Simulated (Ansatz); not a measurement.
# AgB₂: eigenvalues along the path

```
Ag B
1.0
     2.94000    0.00000    0.00000
    -1.47000    2.54612    0.00000
     0.00000    0.00000    3.24000
Ag B
1 2
Cartesian
  0.0000 0.0000 0.0000
  0.0000 1.6974 1.6200
  1.4700 0.8487 1.6200
```

Atoms are numbered in the order listed.

The cell comes from COD entry 1509214, which wasn't checked; take it as a given geometry. The listed cell was then made from it by scaling, straining or moving an atom.

Level of theory: DFT, PBEsol, all-electron LAPW, scalar-relativistic in Ansatz 0.2.0.

Numerical set-up: a Γ-centred 16×16×13 k mesh, Fermi–Dirac smearing of 0.05 eV, basis error target 1 meV/atom, no spin polarisation.

Path points, in fractions of the reciprocal vectors: Γ (0.000, 0.000, 0.000), M (0.500, 0.000, 0.000), K (0.333, 0.333, 0.000), A (0.000, 0.000, 0.500), L (0.500, 0.000, 0.500), H (0.333, 0.333, 0.500). Levels in eV from the Fermi level; bands 12 to 22, counted from the lowest band of the run. The gap is zero.

```
# k(1/Å) point b12 b13 b14 b15 b16 b17 b18 b19 b20 b21 b22
0.000 Γ -14.82 -7.53 -6.84 -6.84 -5.21 -5.21 -3.70 1.12 1.12 5.62 5.82
0.247 - -14.62 -7.43 -7.02 -6.70 -5.83 -5.25 -2.84 0.22 0.43 5.43 6.49
0.494 - -14.03 -7.49 -7.20 -6.64 -6.30 -5.33 -1.43 -1.34 -0.80 5.41 7.02
0.740 - -13.09 -8.16 -7.24 -7.13 -5.70 -5.44 -2.72 -1.97 0.30 5.49 6.40
0.987 - -11.92 -9.09 -7.60 -7.36 -5.52 -5.01 -3.21 -2.93 1.85 5.14 5.69
1.234 M -10.95 -9.97 -7.72 -7.51 -5.55 -4.57 -3.45 -3.24 2.72 4.42 5.87
1.376 - -10.88 -9.95 -7.69 -7.55 -5.65 -4.58 -3.60 -3.26 2.89 4.42 5.98
1.519 - -10.66 -9.88 -7.69 -7.58 -5.89 -4.61 -3.93 -3.34 3.33 4.43 6.32
1.661 - -10.32 -9.77 -8.02 -7.40 -6.23 -4.63 -4.24 -3.48 3.92 4.44 6.86
1.804 - -9.86 -9.62 -8.58 -7.17 -6.58 -4.60 -4.41 -3.62 4.44 4.49 7.53
1.946 K -9.43 -9.43 -9.20 -6.90 -6.90 -4.51 -4.51 -3.70 4.59 4.59 8.29
2.231 - -11.00 -8.93 -8.08 -7.30 -6.31 -4.97 -4.04 -3.44 3.35 5.03 6.86
2.516 - -12.55 -8.31 -7.28 -7.22 -5.79 -5.57 -3.09 -2.84 1.27 5.97 6.00
2.801 - -13.77 -7.64 -7.14 -6.81 -6.16 -5.44 -1.67 -1.53 -0.80 5.60 7.48
3.086 - -14.55 -7.40 -7.07 -6.65 -5.96 -5.26 -2.63 0.04 0.18 5.45 6.74
3.371 Γ -14.82 -7.53 -6.84 -6.84 -5.21 -5.21 -3.70 1.12 1.12 5.62 5.82
3.565 - -14.69 -7.63 -6.79 -6.79 -5.29 -5.29 -4.00 1.00 1.00 6.10 6.10
3.759 - -14.30 -8.03 -6.66 -6.66 -5.49 -5.49 -4.58 0.66 0.66 6.85 6.85
3.953 - -13.69 -8.80 -6.48 -6.48 -5.71 -5.71 -4.96 0.24 0.24 7.14 7.90
4.147 - -12.98 -9.71 -6.33 -6.33 -5.88 -5.88 -5.09 -0.10 -0.10 6.96 8.92
4.341 A -12.58 -10.21 -6.26 -6.26 -5.95 -5.95 -5.11 -0.23 -0.23 6.90 9.38
4.587 - -12.50 -9.94 -6.40 -6.14 -6.12 -6.09 -5.07 -0.46 -0.13 6.84 8.77
4.834 - -12.26 -9.22 -6.69 -6.58 -6.53 -5.73 -4.94 -0.89 0.09 6.20 7.64
5.081 - -11.88 -8.41 -7.24 -7.05 -6.64 -5.20 -4.78 -1.19 0.27 4.37 6.57
5.328 - -11.47 -8.21 -7.96 -7.38 -5.65 -4.71 -4.67 -1.27 0.37 2.12 5.82
5.575 L -11.25 -8.30 -8.24 -7.50 -4.77 -4.75 -4.51 -1.27 0.40 0.99 5.55
5.717 - -11.21 -8.50 -8.17 -7.33 -5.32 -4.75 -3.89 -1.28 0.16 0.98 5.99
5.859 - -11.08 -8.89 -7.97 -7.04 -5.89 -4.75 -3.08 -1.28 -0.36 0.97 6.39
6.002 - -10.86 -9.32 -7.67 -6.79 -6.37 -4.77 -2.20 -1.28 -0.86 0.89 4.77
6.144 - -10.56 -9.75 -7.34 -6.76 -6.64 -4.78 -1.29 -1.25 -1.20 0.57 3.59
6.287 H -10.18 -10.18 -7.04 -7.04 -6.59 -4.78 -1.30 -1.30 -0.24 -0.24 3.20
6.572 - -10.97 -9.21 -7.32 -6.95 -6.67 -4.76 -2.52 -1.30 -0.95 1.91 4.25
6.857 - -11.64 -8.08 -7.72 -7.22 -6.67 -4.80 -4.33 -1.23 -0.34 4.12 6.76
7.142 - -12.15 -8.90 -6.99 -6.86 -6.45 -5.49 -4.89 -0.98 -0.01 5.97 8.09
7.427 - -12.47 -9.86 -6.45 -6.22 -6.11 -6.07 -5.05 -0.52 -0.11 6.81 8.71
7.712 A -12.58 -10.21 -6.26 -6.26 -5.95 -5.95 -5.11 -0.23 -0.23 6.90 9.38
```
